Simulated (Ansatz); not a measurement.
WSeS:
Space group P-3m1 (No. 164); a = b = 3.236 Å, c = 12.897 Å, α = β = 90.00°, γ = 120.00°

```csv
atom,site,symmetry,x,y,z
W,2d,3m.,0.3333,0.6667,0.2599
Se,2d,3m.,0.6667,0.3333,0.1283
S,2d,3m.,0.6667,0.3333,0.3783
```

Relaxed with r²SCAN+D4.

### Question
Give the optical modes at the zone centre with their infrared activity from DFPT, r²SCAN+D4 in the plane-wave PAW code Ansatz.

### Answer
Transverse frequencies, without the LO–TO term; a row sums one degenerate level.

```
ω (cm⁻¹)  degeneracy  IR ((D/Å)²/amu)     activity  symmetry
--------  ----------  ---------------  -----------  --------
22                 2             0.00  IR-inactive        Eg
38                 1             0.00  IR-inactive       A1g
204                2             0.52           IR        Eu
205                2             0.00  IR-inactive        Eg
283                1             0.04           IR       A2u
286                1             0.00  IR-inactive       A1g
331                2             0.28           IR        Eu
332                2             0.00  IR-inactive        Eg
420                1             0.08           IR       A2u
425                1             0.00  IR-inactive       A1g
```

### Question
How high does the top mode go among those that the LO–TO term moves?

### Answer
205 cm⁻¹ for q along x, 205 cm⁻¹ for q along y.

The first step of the workflow began from a Materials Project structure, measured or hypothetical; the Crystallography Open Database copy checked does not list it. Its standing as an ambient phase is unchecked. Symmetry was held in the r²SCAN+D4 relaxation; whether a distortion lowers the energy is not shown. The run is not spin-polarised. Spin–orbit coupling is left out wherever it is not named.

Potentials: the later of the program's two PAW sets.
